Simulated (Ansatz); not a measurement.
CrO₂ (rutile)

```xyz
6
Lattice="4.4039 0.0000 0.0000 0.0000 4.4039 0.0000 0.0000 0.0000 2.9118" Properties=species:S:1:pos:R:3 pbc="T T T"
Cr     0.0000     0.0000     0.0000
Cr     2.2020     2.2020     1.4559
O      1.3334     1.3334     0.0000
O      3.5354     0.8685     1.4559
O      0.8685     3.5354     1.4559
O      3.0705     3.0705     0.0000
```

The slice is a (010) plane (indices of the conventional cell) through the point (0.197, 0.803, 0.500) (fractional), spanned by u = [001] and v = [100] in vectors of this cell: u (2.91 Å) and v (4.40 Å, at 90° to u). It covers one period; positions are fractions (u, v).

Level of theory: r2SCAN (plane waves to 500 eV, PAW, scalar-relativistic; Ansatz, a program for electronic structure). k mesh 11×11×16. Inside the PAW spheres the values are not all-electron values, and peaks at nuclei hang on which shells count as valence. CrO2 is run spin-polarised and with no Hubbard U. CrO2 was relaxed with its symmetry unable to fall. Relaxed CrO2 ends ferromagnetic. The magnetic order is the one the run started from; other orders were not tried.

Q: Predict the map of the ELF of the down spins on the slice.

A: 
```
|xxxx99997711000011779999xx|
|99999999440000000044999999|
|99999966110000000011669999|
|88776622000000000000226677|
|33331100000000000000001133|
|00000000111122221111000000|
|00000022556677776655220000|
|00001155889999999988551100|
|00003377999999999999773300|
|00003377999999999999773300|
|00003377999999999999773300|
|00002266889999999988662200|
|00000033668899998866330000|
|00000000225566665522000000|
|44331100000011110000001133|
|88886622000000000000226688|
|99999977330000000033779999|
|99999988662200002266889999|
|xxxx99997733000033779999xx|
|xxxx99998833000033889999xx|
```
Scale: ten equal steps from 0.02 (start of '0') to 0.84 (end of '9'), in the order '0123456789'. Values: ELF of the down spins. The map has 13 points along u (two characters each, u = 0 at the left) and 20 along v (v = 0 in the bottom row). Points within 0.4 Å of a nucleus are blanked (x), as the pseudised field means little there.
